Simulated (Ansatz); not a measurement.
MgH2 (rutile, P4_2/mnm) at seven volumes, DFT-PBE in the program Ansatz with PAW potentials, shape and atoms relaxed at each. One row is withheld.

```csv
V (Å³/atom),P (GPa)
9.324,5.40
9.632,3.34
9.939,1.56
10.247,0.00
10.554,?
10.861,-2.54
11.169,-3.57
```

Fit the shown pressures and predict the withheld one.

P = (3/2)B₀(x^(7/2) − x^(5/2))[1 + (3/4)(B′ − 4)(x − 1)] with x = (V₀/V)^(2/3). Least squares on the six rows gives V₀ = 10.247 Å³/atom, B₀ = 48.4 GPa, B′ = 3.57. At V = 10.554, x = 0.9805 and P = -1.36 GPa. The run itself gave -1.36 GPa.

Symmetry was held in the PBE relaxation; phonons on a q-mesh show no instability.

Potentials: the later of the program's two PAW sets.
